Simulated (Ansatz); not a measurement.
MgCu2:
```cif
data_Cu16Mg8
_chemical_formula_sum 'Mg8 Cu16'
_space_group_name_H-M_alt 'Fd-3m :1'
_space_group_IT_number 227
_space_group_name_Hall 'F 4d 2 3 -1d'
_cell_length_a 6.95894
_cell_length_b 6.95894
_cell_length_c 6.95894
_cell_angle_alpha 90.000
_cell_angle_beta 90.000
_cell_angle_gamma 90.000
loop_
_atom_site_label
_atom_site_type_symbol
_atom_site_symmetry_multiplicity
_atom_site_Wyckoff_symbol
_atom_site_fract_x
_atom_site_fract_y
_atom_site_fract_z
_atom_site_occupancy
Mg1 Mg 8 a 0.00000 0.00000 0.00000 1
Cu1 Cu 16 d 0.62500 0.62500 0.62500 1
```
(The calculation used a cell of 6 atoms; values per cell refer to that cell.)

Relaxed with r²SCAN.

Q: Tabulate the valence density and the electron localisation function along the shortest Mg–Cu contact (2.88 Å), plane-wave PAW r²SCAN (Ansatz code).

A: 

| distance from Mg (Å) | density (e/Å³) | ELF |
|---|---|---|
| 0.29 | 17.06 | 0.33 |
| 0.43 | 7.48 | 0.43 |
| 0.58 | 2.17 | 0.39 |
| 0.72 | 0.46 | 0.18 |
| 0.87 | 0.18 | 0.05 |
| 1.01 | 0.13 | 0.05 |
| 1.15 | 0.12 | 0.17 |
| 1.30 | 0.13 | 0.32 |
| 1.44 | 0.15 | 0.34 |
| 1.59 | 0.18 | 0.29 |
| 1.73 | 0.24 | 0.21 |
| 1.88 | 0.35 | 0.17 |
| 2.02 | 0.68 | 0.18 |
| 2.16 | 1.74 | 0.21 |
| 2.31 | 4.74 | 0.28 |
| 2.45 | 13.16 | 0.46 |
| 2.60 | 31.67 | 0.73 |

The density is the valence pseudo-density with augmentation charge, so density and ELF within about 1 Å of a nucleus are not all-electron values.

The workflow started from an entry of the Crystallography Open Database (COD). Its standing as an ambient phase is unchecked. The r²SCAN relaxation kept the symmetry of its start; its stability against distortions is not shown here. No spin polarisation was allowed.

Potentials: the later of the program's two PAW sets.
